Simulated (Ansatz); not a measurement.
2 distorted cells of CS3N, built from the cubic perovskite structure. r2SCAN, plane waves with cell-specific all-electron datasets, no frozen core in Ansatz, scalar-relativistic, point nuclei. Sampling: 2×2×2 (shift 0.5, 0.5, 0.5 mesh steps) mesh with 0.15 eV Fermi–Dirac smearing (a coarse mesh, not converged over the zone). For a metal, stress, forces and moments on so few k-points can be far from the converged ones. No spin polarisation. The cell's electron count is odd, so a run with spin could end lower.

Rank the cells by free energy an atom on this mesh, lowest first.
A.
14.16 Å³ an atom
```
CELL_PARAMETERS angstrom
3.98596 0.16175 -0.06428
0.16175 4.04543 -0.14283
-0.06428 -0.14283 4.40403
ATOMIC_POSITIONS crystal
N 0.47232 0.15187 0.47268
S 0.86269 0.13944 0.48500
S 0.38977 0.62559 0.53979
S 0.40219 0.19068 0.00419
C 0.84290 0.66732 0.96884
```
B.
10.12 Å³ an atom
```
CELL_PARAMETERS angstrom
3.86388 -0.15512 0.11899
-0.15512 3.40353 0.01511
0.11899 0.01511 3.85766
ATOMIC_POSITIONS crystal
N 0.34610 0.23157 0.84250
S 0.85716 0.24166 0.81537
S 0.35380 0.72431 0.81821
S 0.34913 0.23227 0.32858
C 0.87836 0.74777 0.31508
```

A (lowest), B (+0.57 eV an atom).

From the lowest up, pressure and r.m.s. force: 6.0 GPa, 2.91 eV/Å; 56.8 GPa, 1.02 eV/Å.
